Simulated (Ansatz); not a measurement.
Hf₂Cu (MoSi2 or CaC2 type, I4/mmm) under volume change, LDA in the plane-wave PAW code Ansatz, shape and atoms relaxed at each volume.

| V (Å³/atom) | E − E(relaxed) (meV/atom) | P (GPa) |
|---|---|---|
| 15.887 | 72.5 | 15.98 |
| 16.410 | 30.6 | 9.84 |
| 16.934 | 7.3 | 4.55 |
| 17.458 | 0.0 | 0.00 |
| 17.982 | 6.6 | -3.92 |
| 18.505 | 25.0 | -7.29 |
| 19.029 | 53.7 | -10.19 |

Task: What does a third-order Birch–Murnaghan fit give for V₀, B₀ and B′?

Result: V₀ = 17.46 Å³/atom, B₀ = 140 GPa, B′ = 4.0.

The workflow started from a Materials Project entry (that database holds measured and hypothetical structures alike); the Crystallography Open Database files this formula in space group No. 139, but the cells were not matched. Its standing as an ambient phase is unchecked. Symmetry was held in the LDA relaxation; whether a distortion lowers the energy is not shown. The run is not spin-polarised. Spin–orbit coupling is left out wherever it is not named.

Potentials: the later of the program's two PAW sets.
